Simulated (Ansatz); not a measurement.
Input:

MgSc2S4:
```cif
data_Mg8S32Sc16
_chemical_formula_sum 'Mg8 Sc16 S32'
_space_group_name_H-M_alt 'Fd-3m :1'
_space_group_IT_number 227
_space_group_name_Hall 'F 4d 2 3 -1d'
_cell_length_a 10.58072
_cell_length_b 10.58072
_cell_length_c 10.58072
_cell_angle_alpha 90.000
_cell_angle_beta 90.000
_cell_angle_gamma 90.000
loop_
_atom_site_label
_atom_site_type_symbol
_atom_site_symmetry_multiplicity
_atom_site_Wyckoff_symbol
_atom_site_fract_x
_atom_site_fract_y
_atom_site_fract_z
_atom_site_occupancy
Mg1 Mg 8 b 0.50000 0.50000 0.50000 1
Sc1 Sc 16 c 0.12500 0.12500 0.12500 1
S1 S 32 e 0.36692 0.36692 0.36692 1
```
(The calculation used a cell of 14 atoms; values per cell refer to that cell.)

This is the PBEsol-relaxed structure.

All from the program Ansatz at the PBEsol level (PAW), unless another level is named. Predict the hole effective mass, band 2 of 3 at the edge.

0.87 along [100], 0.87 along [110], 1.5 along [111] (mₑ).

Next, the HSE06 gap on the PBEsol cell?

2.62 eV.

And the valence-band maximum?

at Γ.

Give the weight of the valence-edge state by species (Voronoi cells).

S 92 %, Sc 6 %, Mg 3 %.

The workflow started from a Materials Project entry (that database holds measured and hypothetical structures alike); the Crystallography Open Database files this formula in space group No. 227, but the cells were not matched. Whether it is the stable phase at ambient conditions was not checked. Symmetry was held in the PBEsol relaxation; its stability against distortions is not shown here. The run is not spin-polarised.

Potentials: the later of the program's two PAW sets.
